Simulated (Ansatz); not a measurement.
Rb2AgSbCl6:
```cif
data_Ag4Cl24Rb8Sb4
_chemical_formula_sum 'Rb8 Ag4 Sb4 Cl24'
_space_group_name_H-M_alt 'Fm-3m'
_space_group_IT_number 225
_space_group_name_Hall '-F 4 2 3'
_cell_length_a 10.62847
_cell_length_b 10.62847
_cell_length_c 10.62847
_cell_angle_alpha 90.000
_cell_angle_beta 90.000
_cell_angle_gamma 90.000
loop_
_atom_site_label
_atom_site_type_symbol
_atom_site_symmetry_multiplicity
_atom_site_Wyckoff_symbol
_atom_site_fract_x
_atom_site_fract_y
_atom_site_fract_z
_atom_site_occupancy
Rb1 Rb 8 c 0.25000 0.25000 0.25000 1
Ag1 Ag 4 b 0.50000 0.50000 0.50000 1
Sb1 Sb 4 a 0.00000 0.00000 0.00000 1
Cl1 Cl 24 e 0.00000 0.00000 0.24860 1
```
(The calculation used a cell of 10 atoms; values per cell refer to that cell.)

Relaxed with r²SCAN.

Q: Tabulate the valence density and the electron localisation function along the shortest Sb–Cl contact (2.64 Å), r²SCAN in the plane-wave PAW code Ansatz.

A: 

```
distance from Sb (Å)  density (e/Å³)   ELF
--------------------  --------------  ----
0.26                           15.19  0.00
0.40                            9.19  0.01
0.53                            4.76  0.09
0.66                            2.29  0.22
0.79                            1.16  0.33
0.92                            0.69  0.35
1.06                            0.48  0.32
1.19                            0.39  0.33
1.32                            0.37  0.39
1.45                            0.43  0.53
1.59                            0.56  0.69
1.72                            0.79  0.79
1.85                            1.14  0.82
1.98                            1.54  0.82
2.11                            1.74  0.76
2.25                            1.47  0.62
2.38                            0.75  0.41
```

The density is the valence pseudo-density with augmentation charge, so density and ELF within about 1 Å of a nucleus are not all-electron values.

The first step of the workflow began from a Materials Project structure, measured or hypothetical; the Crystallography Open Database copy checked does not list it. Whether it is the stable phase at ambient conditions was not checked. The cell was relaxed with r²SCAN under the symmetry of its start; its stability against distortions is not shown here. The run is not spin-polarised. Spin–orbit coupling is left out wherever it is not named.

Potentials: the later of the program's two PAW sets.
